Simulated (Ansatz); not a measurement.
CoCl$_{2}$:
```
CELL_PARAMETERS angstrom
      1.76736     1.02039     5.78391
     -1.76736     1.02039     5.78391
      0.00000    -2.04077     5.78391
ATOMIC_POSITIONS crystal
  Co 0.00000 0.00000 0.00000
  Cl 0.74280 0.74280 0.74280
  Cl 0.25720 0.25720 0.25720
```
The run is spin-polarised; directions of the spins, atom by atom: ↑ 0 0.

Relaxed with r²SCAN+D4.

Question: Map the spin density (μB/Å³) on the plane through (0.000, 0.000, 0.000) spanned by u = [1, 0, 0] and v = [-1, 1, 1] in lattice vectors, from r²SCAN+D4 in the plane-wave PAW code Ansatz.

Answer: x is the fraction of u, y of v (the angle between them is 55°; rows are the nearest grid lines); atoms in the plane: Co at (0.00, 0.00), Cl at (0.49, 0.74), Cl at (0.51, 0.26).
```
|97210000000000000000000000001279|
|23310000000000000000000000000012|
|00010000000000000000000000000000|
|00000000000000000000000000000000|
|00000000000000000000000000000000|
|00000000000000000000000000000000|
|00000000000000000000000000000000|
|00000000000000000000000000000000|
|00000000000000000000000000000000|
|00000000000000000000000000000000|
|00000000000000000000000000000000|
|00000000000000000000000000000000|
|00000000000000000000000000000000|
|00000000000000000000000000000000|
|00000000000000000000000000000000|
|00000000000000000000000000000000|
|00000000000000000000000000000000|
|00000000000000000000000000000000|
|00000000000000000000000000000000|
|00000000000000000000000000000000|
|00000000000000000000000000000000|
|00000000000000000000000000001000|
|21000000000000000000000000001332|
|97210000000000000000000000001279|
```
Scale: ten equal steps from -0.048 (start of '0') to 9.75 (end of '9'), in the order '0123456789'; x runs from 0.000 to 1.00, y from 0.000 (bottom) to 1.00 (top).

The density is the valence pseudo-density with augmentation charge, so density and ELF within about 1 Å of a nucleus are not all-electron values.

Space group R-3m. The workflow started from a Materials Project entry (that database holds measured and hypothetical structures alike); the Crystallography Open Database files this formula in space group No. 166, but the cells were not matched. Its standing as an ambient phase is unchecked. The r²SCAN+D4 relaxation kept the symmetry of its start; whether a distortion lowers the energy is not shown. Magnetic state: ferromagnetic, chosen from 4 collinear starts compared on coarse meshes (ties went to the first, and starts can fall back to one state), not a proven ground state. Other orbital occupations within this spin state were not tried. No Hubbard U is applied.

Potentials: the earlier of the program's two PAW sets. The files were generated under PBE; for other functionals the program regenerates the frozen cores, and for LDA and PBEsol the local potential too.
